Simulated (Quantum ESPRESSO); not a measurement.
# Band energies of Ba3ZnN2O

```
CELL_PARAMETERS angstrom
      4.14977     0.00000     0.00000
      0.00000     4.14977     0.00000
      0.00000     0.00000     9.29283
ATOMIC_POSITIONS crystal
  N  0.50000 0.50000 0.80054
  N  0.50000 0.50000 0.19946
  O  0.00000 0.00000 0.50000
  Zn 0.50000 0.50000 0.00000
  Ba 0.00000 0.00000 0.21788
  Ba 0.00000 0.00000 0.78212
  Ba 0.50000 0.50000 0.50000
```

LDA (pw.x of Quantum ESPRESSO, ONCV potentials, without SOC); path ΓXMΓZRAZ,XR,MA; energies in eV from the valence-band maximum.

| k (1/Å) | point | band 29 | band 30 | band 31 | band 32 | band 33 | band 34 | band 35 | band 36 |
|---|---|---|---|---|---|---|---|---|---|
| 0.00 | Γ | -1.23 | -0.68 | -0.68 | -0.10 | -0.10 | 0.71 | 0.92 | 2.02 |
| 0.19 |  | -1.26 | -1.05 | -0.84 | -0.41 | -0.27 | 1.02 | 1.17 | 2.32 |
| 0.38 |  | -1.70 | -1.34 | -1.20 | -0.97 | -0.64 | 1.36 | 1.92 | 2.68 |
| 0.76 | X | -2.40 | -1.64 | -1.63 | -1.37 | -1.09 | 1.35 | 2.80 | 3.32 |
| 0.95 |  | -2.23 | -1.52 | -1.43 | -1.36 | -0.95 | 1.37 | 2.55 | 2.93 |
| 1.32 |  | -1.30 | -1.25 | -1.14 | -0.40 | -0.32 | 1.39 | 1.52 | 1.79 |
| 1.51 | M | -1.22 | -1.13 | -1.13 | -0.18 | -0.18 | 1.39 | 1.39 | 1.62 |
| 1.87 |  | -1.65 | -1.29 | -1.09 | -0.96 | -0.26 | 1.57 | 1.64 | 1.94 |
| 2.05 |  | -1.87 | -1.30 | -1.22 | -1.03 | -0.29 | 1.51 | 1.97 | 2.31 |
| 2.23 |  | -1.63 | -1.30 | -0.99 | -0.92 | -0.26 | 1.34 | 1.76 | 2.51 |
| 2.58 | Γ | -1.23 | -0.68 | -0.68 | -0.10 | -0.10 | 0.71 | 0.92 | 2.02 |
| 2.58 | Z | -2.07 | -0.75 | -0.75 | 0.00 | 0.00 | 0.78 | 1.68 | 1.97 |
| 2.96 |  | -2.09 | -1.72 | -1.28 | -0.86 | -0.53 | 1.84 | 1.95 | 2.55 |
| 3.15 |  | -2.13 | -2.10 | -1.61 | -1.30 | -0.84 | 1.60 | 2.76 | 2.93 |
| 3.34 | R | -2.21 | -2.14 | -1.74 | -1.47 | -0.96 | 1.52 | 2.95 | 3.21 |
| 3.53 |  | -2.12 | -2.10 | -1.61 | -1.26 | -0.82 | 1.34 | 2.31 | 2.92 |
| 3.72 |  | -2.06 | -1.74 | -1.34 | -0.74 | -0.50 | 0.89 | 1.34 | 2.85 |
| 4.10 | A | -2.00 | -1.20 | -1.20 | -0.02 | -0.02 | 0.46 | 0.46 | 3.56 |
| 4.23 |  | -2.00 | -1.26 | -1.19 | -0.18 | -0.04 | 0.50 | 0.57 | 3.21 |
| 4.37 |  | -2.03 | -1.49 | -1.17 | -0.55 | -0.08 | 0.63 | 0.95 | 2.96 |
| 4.63 |  | -2.08 | -1.90 | -1.09 | -1.07 | -0.16 | 1.19 | 2.00 | 2.82 |
| 4.77 |  | -2.08 | -1.78 | -1.01 | -0.96 | -0.16 | 1.61 | 2.07 | 2.11 |
| 5.04 |  | -2.06 | -0.96 | -0.80 | -0.20 | -0.05 | 0.96 | 1.85 | 2.03 |
| 5.17 | Z | -2.07 | -0.75 | -0.75 | 0.00 | 0.00 | 0.78 | 1.68 | 1.97 |
| 5.17 | X | -2.40 | -1.64 | -1.63 | -1.37 | -1.09 | 1.35 | 2.80 | 3.32 |
| 5.34 |  | -2.23 | -1.73 | -1.69 | -1.55 | -1.02 | 1.45 | 2.90 | 3.24 |
| 5.51 | R | -2.21 | -2.14 | -1.74 | -1.47 | -0.96 | 1.52 | 2.95 | 3.21 |
| 5.51 | M | -1.22 | -1.13 | -1.13 | -0.18 | -0.18 | 1.39 | 1.39 | 1.62 |
| 5.85 | A | -2.00 | -1.20 | -1.20 | -0.02 | -0.02 | 0.46 | 0.46 | 3.56 |

The LDA gap is indirect, 0.46 eV, from Z to A; the smallest direct gap is 0.48 eV.

Geometry of the Materials Project entry, not relaxed at this level.

The structure is a Materials Project entry; no match was found in the copy of COD used, and its stability was not checked.
